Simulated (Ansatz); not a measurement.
# Sb: short molecular dynamics at 1100 K

Method: DFT PBEsol, scalar-relativistic, plane waves, PAW (Ansatz). The runs took a 420 eV cutoff, a shifted (0.5, 0.5, 0.5 steps) 2×2×2 mesh and Fermi–Dirac smearing (0.095 eV). The mesh is coarse. Spin–orbit coupling is left out, which matters for the heavy elements here. No spin polarisation.

32 atoms, starting at 1.03 times the perfect crystal's volume (space group P6_3/mmc, not the usual structure); Langevin thermostat at 1100 K (friction 0.02 fs⁻¹), fixed cell; 69 steps of 3 fs. The run is short and not equilibrated. The crystal has no gap, and so coarse a mesh can leave errors of tens of meV/atom and of a GPa or more.

First frame:

```
CELL_PARAMETERS angstrom
6.71082 -5.81174 5.52188
-6.71082 5.81174 5.52188
-6.71082 -5.81174 -5.52188
ATOMIC_POSITIONS crystal
Sb 0.19264 0.75230 0.72842
Sb 0.95946 0.89111 0.60695
Sb 0.73138 0.24238 0.71084
Sb 0.48891 0.38361 0.60024
Sb 0.21486 0.50731 0.44932
Sb 0.68295 0.00401 0.43196
Sb 0.95837 0.61369 0.31343
Sb 0.45076 0.13298 0.34221
Sb 0.19112 0.22785 0.21552
Sb 0.69980 0.75735 0.19206
Sb 0.97616 0.38929 0.10482
Sb 0.49264 0.87983 0.07534
Sb 0.22809 0.00485 0.96929
Sb 0.70380 0.49969 0.97251
Sb 0.97691 0.15435 0.84581
Sb 0.44000 0.60808 0.83803
Sb 0.52743 0.86568 0.66325
Sb 0.29547 0.00509 0.54537
Sb 0.07346 0.40002 0.67403
Sb 0.82262 0.51366 0.57243
Sb 0.58006 0.63731 0.43307
Sb 0.05862 0.12336 0.44209
Sb 0.32361 0.74874 0.31162
Sb 0.78582 0.24082 0.27397
Sb 0.55546 0.37825 0.19356
Sb 0.04230 0.86241 0.16749
Sb 0.30750 0.50409 0.04563
Sb 0.80833 0.99803 0.04124
Sb 0.54182 0.13732 0.90619
Sb 0.03973 0.61275 0.92452
Sb 0.30020 0.25291 0.78735
Sb 0.79670 0.75366 0.79918
```

| Property | Result |
| --- | --- |
| Mean temperature over the second half | 1096 K |
| Mean pressure over the second half (kinetic part included) | 4.0 GPa |
| Mean potential energy above the perfect crystal (relaxed, at volume ratio 1; besides heat the difference comes from the volume, 3 % larger; the free energy holds the electrons' entropy) | 72 meV/atom |
| Mean-square drift of Sb from first to last step (mean shift of all atoms removed) | 0.20 Å² |

Pair distribution functions g(r), second half of the run, up to half the cell's height:

| r (Å) | Sb-Sb |
| --- | --- |
| 2.45 | 0.0 |
| 2.55 | 0.1 |
| 2.65 | 0.1 |
| 2.75 | 0.3 |
| 2.85 | 1.0 |
| 2.95 | 1.7 |
| 3.05 | 2.5 |
| 3.15 | 2.8 |
| 3.25 | 2.4 |
| 3.35 | 2.3 |
| 3.45 | 2.7 |
| 3.55 | 1.9 |
| 3.65 | 1.8 |
| 3.75 | 1.2 |
| 3.85 | 0.9 |
| 3.95 | 0.6 |

Along the run (potential energy from its first value; pressure with the kinetic part):

```tsv
t (fs)	T (K)	ΔE_pot (meV/atom)	P (GPa)
0.0	1066	0.0	0.4
6.0	1228	-0.2	0.4
12.0	1298	0.5	0.5
18.0	1476	2.2	0.6
24.0	1396	4.2	0.7
30.0	1045	6.4	0.7
36.0	1111	8.0	0.8
42.0	916	8.7	0.8
48.0	811	9.3	0.8
54.0	834	10.5	0.9
60.0	869	12.8	1.0
66.0	951	15.8	1.2
72.0	943	19.1	1.4
78.0	1120	22.5	1.7
84.0	1185	24.9	1.9
90.0	1135	26.2	2.0
96.0	1223	29.0	2.2
102.0	1388	33.3	2.5
108.0	1152	38.3	2.6
114.0	1270	44.2	2.9
120.0	1313	50.4	3.2
126.0	1350	56.7	3.5
132.0	1197	62.8	3.7
138.0	1251	67.9	4.0
144.0	1040	72.5	4.1
150.0	888	75.8	4.2
156.0	1008	75.9	4.4
162.0	970	74.7	4.4
168.0	952	71.8	4.4
174.0	856	69.6	4.4
180.0	969	67.6	4.5
186.0	1126	66.0	4.6
192.0	1076	64.0	4.6
198.0	1009	60.3	4.5
204.0	1127	54.0	4.5
```

Cost: 1 run of about 65 core-minutes (earlier runs that led there not counted), on Intel Xeon 6975P-C (Granite Rapids) (shared hosts).